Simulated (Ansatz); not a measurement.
SrNbNO$_{2}$ in space group P4/mmm (No. 123; Sr on 1a, Nb on 1d, N on 1c, O on 2e), LDA in the plane-wave PAW code Ansatz, all energies at zero smearing, with the estimated change up to a 700 eV cutoff added, with one set of potentials and settings (totals compare only within such a set). Cell of 5 atoms (1 Sr, 1 Nb, 1 N, 2 O): -9378.055 eV.

| element | reference phase | E (eV/atom) |
|---|---|---|
| Sr | Fm-3m, 1 atoms in the cell | -3444.3169 |
| Nb | Im-3m, 1 atoms in the cell | -4442.5966 |
| N | P4_2/mnm, 4 atoms in the cell | -373.6497 |
| O | C2/m, 4 atoms in the cell, spin-polarised | -552.6518 |

Formation energy per atom, worked out: (-9378.055 − 1×(-3444.3169) − 1×(-4442.5966) − 1×(-373.6497) − 2×(-552.6518))/5 = -2.438 eV/atom (-235 kJ per mol of atoms), at 0 K, without zero-point energy or fitted corrections.

The workflow started from a Materials Project entry (that database holds measured and hypothetical structures alike); the Crystallography Open Database copy checked does not list it. With N and O taken as one species the cell has the higher symmetry Pm-3m, so it may be an ordered model of a mixed-site phase. Its standing as an ambient phase is unchecked. The cell was relaxed with LDA under the symmetry of its start. At this level the phase is dynamically unstable (imaginary phonons). The run is not spin-polarised. The references are the lowest solids computed at this level, not always the standard phases (solids in place of the gases).

Potentials: the later of the program's two PAW sets.
